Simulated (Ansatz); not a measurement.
Au (simple cubic, Pm-3m) at seven volumes, DFT-r²SCAN in the program Ansatz with PAW potentials, scaled uniformly. One row is withheld.

```csv
V (Å³/atom),P (GPa)
18.313,15.27
18.916,?
19.520,4.14
20.124,0.00
20.727,-3.36
21.331,-6.07
21.935,-8.26
```

Q: Fit the shown pressures and predict the withheld one.

A: Third-order Birch–Murnaghan: P = (3/2)B₀(x^(7/2) − x^(5/2))[1 + (3/4)(B′ − 4)(x − 1)] with x = (V₀/V)^(2/3). Least squares on the six rows gives V₀ = 20.125 Å³/atom, B₀ = 123.3 GPa, B′ = 5.78. At V = 18.916, x = 1.0422 and P = 9.13 GPa. The run itself gave 9.21 GPa.

A made-up cell: these elements were put on the sites of a structure type; neither database checked (COD, Materials Project) lists it. It is not the phase usual at ambient conditions (space group No. 225). The cell was relaxed with r²SCAN under the symmetry of its start. At this level the phase is mechanically unstable. Spin–orbit coupling is left out wherever it is not named.

Potentials: the later of the program's two PAW sets.
